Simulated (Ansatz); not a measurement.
Consider the following.

CaO (rock salt, space group No. 225), a = 4.7671 Å, b = 4.7671 Å, c = 4.7671 Å, α = 90.00°, β = 90.00°, γ = 90.00°; the cell used has 2 atoms.

This is the PBEsol-relaxed structure.

**Question.** All from plane-wave PAW PBEsol (Ansatz code), unless another level is named. Give the electron effective mass.

**Answer.** 0.42, 0.42, 1.4 mₑ (principal values).

**Question.** Give the hole effective mass, band 1 of 3 at the edge.

**Answer.** 2.8 along [100], 2.8 along [110], 1.3 along [111] (mₑ).

**Question.** Predict the band gap.

**Answer.** 3.54 eV (indirect).

**Question.** What about the HSE06 gap on the PBEsol cell?

**Answer.** 5.31 eV.

**Question.** Next, the conduction-band minimum?

**Answer.** at X (3 equivalent valleys).

**Question.** Predict the weight of the valence-edge state by species (Voronoi cells).

**Answer.** O 96 %, Ca 4 %.

Space group Fm-3m (rock salt). The cell was relaxed with PBEsol under the symmetry of its start.

Potentials: the later of the program's two PAW sets.
